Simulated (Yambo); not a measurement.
Yambo input for K2NaScF6 (space group Fm-3m, No. 225) (a = 6.088 Å, b = 6.088 Å, c = 6.088 Å, α = 60.00°, β = 60.00°, γ = 60.00°), on LDA (pw.x of Quantum ESPRESSO, ONCV potentials, no spin-orbit coupling) wavefunctions on a 4×4×4 mesh:

```
optics
chi
dipoles
kernel
FFTGvecs= 40 Ry
Chimod= "HARTREE"
NGsBlkXd= 3 Ry
% QpntsRXd
 1 | 1 |
%
% BndsRnXd
 3 | 133 |
%
GrFnTpXd= "R"
% EnRngeXd
 0.0 | 20.0 | eV
%
% DmRngeXd
 0.2 | 0.2 | eV
%
CGrdSpXd= 50
ETStpsXd= 161
% LongDrXd
 1.0 | 0.0 | 0.0 |
%
% XfnQP_E
 4.039 | 1.0 | 1.0 |
%
```

First lines of the file o-*.eps_q1_inv_rpa_dyson:

```
Absorption @ Q(1):   1.00000000     0.00000000     0.00000000    [q->0 direction]
#
# [ X ] Hartree size     :  137
# [GEN] GF Energies     : Slater exchange(X)+Perdew & Wang(C)+ user defined corrections @E
# [GEN] Green`s Function     : Retarded
#
# [GEN] Gauge     : Length
# [GEN] [r,Vnl] included     : yes
#
#    E[1] [eV]     Im(eps)     Re(eps)     Im(eps_o)     Re(eps_o)
#
     0.000000     -0.32313E-09     1.809656     0.85260E-18     1.935805
     0.125000     0.138021E-3     1.809699     0.169125E-3     1.935858
     0.250000     0.276166E-3     1.809828     0.338410E-3     1.936017
     0.375000     0.414561E-3     1.810044     0.508016E-3     1.936281
     0.500000     0.553331E-3     1.810346     0.678106E-3     1.936651
     0.625000     0.692602E-3     1.810735     0.848843E-3     1.937128
     0.750000     0.832502E-3     1.811211     0.001020     1.937711
     0.875000     0.973160E-3     1.811775     0.001193     1.938403
     1.000000     0.001115     1.812427     0.001367     1.939202
     1.125000     0.001257     1.813167     0.001542     1.940110
     1.250000     0.001401     1.813997     0.001718     1.941127
     1.375000     0.001546     1.814918     0.001896     1.942256
     1.500000     0.001693     1.815929     0.002076     1.943496
     1.625000     0.001841     1.817032     0.002258     1.944849
     1.750000     0.001990     1.818228     0.002443     1.946317
     1.875000     0.002142     1.819518     0.002630     1.947901
     2.000000     0.002296     1.820904     0.002819     1.949602
     2.125000     0.002452     1.822386     0.003011     1.951422
     2.250000     0.002610     1.823967     0.003207     1.953364
     2.375000     0.002771     1.825647     0.003406     1.955428
     2.500000     0.002935     1.827428     0.003608     1.957618
     2.625000     0.003102     1.829313     0.003815     1.959935
     2.750000     0.003272     1.831303     0.004025     1.962383
     2.875000     0.003445     1.833400     0.004240     1.964963
     3.000000     0.003622     1.835606     0.004460     1.967679
     3.125000     0.003803     1.837924     0.004685     1.970534
     3.250000     0.003988     1.840356     0.004915     1.973530
     3.375000     0.004177     1.842905     0.005151     1.976672
     3.500000     0.004371     1.845573     0.005393     1.979964
     3.625000     0.004570     1.848364     0.005642     1.983408
     3.750000     0.004774     1.851281     0.005897     1.987010
     3.875000     0.004984     1.854327     0.006161     1.990773
     4.000000     0.005200     1.857506     0.006432     1.994704
```
(The file goes on to the top of the energy range.) Convergence of the RPA response with its 4×4×4 mesh was not tested. The scissor comes from a G0W0 run whose convergence isn't established.

Geometry of the Materials Project entry, not relaxed at this level.
